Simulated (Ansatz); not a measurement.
Theory: DFT PBE, scalar-relativistic, plane waves, PAW in Ansatz 0.2.0. Settings: cutoff 420 eV, Γ-centred meshes spaced at most about 0.3 Å⁻¹, and about 0.25 Å⁻¹ or finer for metals (2π included), Gaussian smearing. No spin polarisation in the final relaxations.

These are static total energies at zero pressure. All come from trial cells, and lower structures may exist.

Question: Which of these relaxed structures of SiB4C is the lowest in energy?
1.

```xyz
6
Lattice="2.8035 0.0000 0.0000 0.0000 2.8035 0.0000 0.0000 0.0000 5.6419" Properties=species:S:1:pos:R:3 pbc="T T T"
Si    1.4018    1.4018    2.8210
B     1.4018    0.0000    4.4207
B     0.0000    1.4018    1.2212
B     1.4018    0.0000    1.2212
B     0.0000    1.4018    4.4207
C     0.0000    0.0000    0.0000
```

2.

```xyz
6
Lattice="3.3018 0.0000 0.0000 0.0000 3.3018 0.0000 0.0000 0.0000 5.0265" Properties=species:S:1:pos:R:3 pbc="T T T"
Si    0.0000    0.0000    0.0000
B     0.0000    0.0000    3.2598
B     1.6509    1.6509    0.9254
B     1.6509    1.6509    4.1011
B     0.0000    0.0000    1.7667
C     1.6509    1.6509    2.5132
```

3.

```xyz
6
Lattice="2.9627 0.0000 0.0000 -1.4813 2.5657 0.0000 0.0000 0.0000 6.3216" Properties=species:S:1:pos:R:3 pbc="T T T"
Si    0.0000    0.0000    3.1608
B     0.0000    1.7105    4.8021
B     0.0000    1.7105    1.5195
B     1.4813    0.8552    4.8021
B     1.4813    0.8552    1.5195
C     0.0000    0.0000    0.0000
```

Answer: 1. It has space group P4/mmm (No. 123); the next, 3, with space group P6/mmm (No. 191), lies 131 meV/atom higher. Counting B or Si atoms around C (for each partner element, those within 1.25 times its shortest distance or 1.15 times the sum of covalent radii, where it is the nearest in units of that sum or under 1.3; the shortest distance is added where it is long for a bond), the lowest has C 8 and the next has C 12 from 2.3 Å. The lowest and the next both hold B–B nets. Even the lowest lies +1.15 eV/atom against the elements.

No dispersion correction is applied, so the spacing and binding between layers, chains or molecules are poorly described (P6/mmm, P4/mmm at 9.1 Å³/atom), and this can change margins and order among such cells. Cells relaxed within their symmetry can be saddle points. Some structure types and database cells were kept out of the candidates from the start, so a known form may be missing.
